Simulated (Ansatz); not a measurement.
Ti$_{5}$Si:
Space group R32, hexagonal axes (No. 155); a = b = 5.033 Å, c = 13.265 Å, α = β = 90.00°, γ = 120.00°

```csv
atom,site,symmetry,x,y,z
Ti,6c,3.,0.0000,0.0000,0.1511
Ti,9d,.2,0.0000,0.6038,0.0000
Si,3b,32,0.0000,0.0000,0.5000
```
(The calculation used a cell of 6 atoms; values per cell refer to that cell.)

Relaxed with r²SCAN.

**Question.** Which orbitals make up the states near the Fermi level in r²SCAN in the plane-wave PAW code Ansatz?

**Answer.** Within 0.5 eV of the Fermi level: Ti 3d 88 %, outside the projected shells 5 %. Projections are on Löwdin-orthogonalised atomic valence shells; empty p or d shells of many metals are not among them.

**Question.** Tabulate the density of states.

**Answer.** States/eV per cell of 6 atoms, in 0.25 eV bins, energy from the Fermi level.

```
E (eV)  total  Ti 3d  Ti 4s  Si 3p
------  -----  -----  -----  -----
-7.85    0.00   0.00   0.00   0.00
-7.60    0.00   0.00   0.00   0.00
-7.35    0.00   0.00   0.00   0.00
-7.10    0.00   0.00   0.00   0.00
-6.85    0.00   0.00   0.00   0.00
-6.60    0.00   0.00   0.00   0.00
-6.35    0.00   0.00   0.00   0.00
-6.10    0.00   0.00   0.00   0.00
-5.85    0.00   0.00   0.00   0.00
-5.60    0.00   0.00   0.00   0.00
-5.35    0.07   0.00   0.04   0.02
-5.10    0.80   0.08   0.40   0.24
-4.85    3.35   0.47   1.45   1.06
-4.60    2.85   0.51   1.09   0.89
-4.35    1.26   0.33   0.39   0.39
-4.10    1.90   0.53   0.56   0.68
-3.85    2.25   0.68   0.56   0.91
-3.60    2.81   0.89   0.62   1.18
-3.35    3.86   1.37   0.63   1.72
-3.10    3.49   1.39   0.42   1.55
-2.85    1.33   0.61   0.13   0.54
-2.60    1.64   0.97   0.35   0.27
-2.35    5.40   3.47   1.01   0.73
-2.10    4.98   3.63   0.80   0.38
-1.85    6.30   4.86   0.82   0.40
-1.60    6.41   5.30   0.54   0.34
-1.35    8.01   6.82   0.59   0.26
-1.10    7.18   6.08   0.42   0.25
-0.85    6.85   5.72   0.37   0.25
-0.60    7.32   6.03   0.48   0.18
-0.35    5.84   4.92   0.38   0.12
-0.10    4.51   3.95   0.16   0.15
0.15     5.74   5.24   0.13   0.11
0.40     4.06   3.70   0.09   0.07
0.65     6.07   5.55   0.16   0.10
0.90     7.47   6.87   0.16   0.12
1.15     9.65   9.00   0.16   0.15
1.40    10.55   9.66   0.22   0.20
1.65     9.75   8.84   0.30   0.18
1.90     9.98   9.18   0.27   0.15
2.15     8.01   7.38   0.21   0.12
2.40     7.18   6.54   0.21   0.13
```

The first step of the workflow began from a Materials Project structure, measured or hypothetical; the Crystallography Open Database copy checked does not list it. Its standing as an ambient phase is unchecked. Symmetry was held in the r²SCAN relaxation; whether a distortion lowers the energy is not shown. No spin polarisation was allowed.

Potentials: the later of the program's two PAW sets.
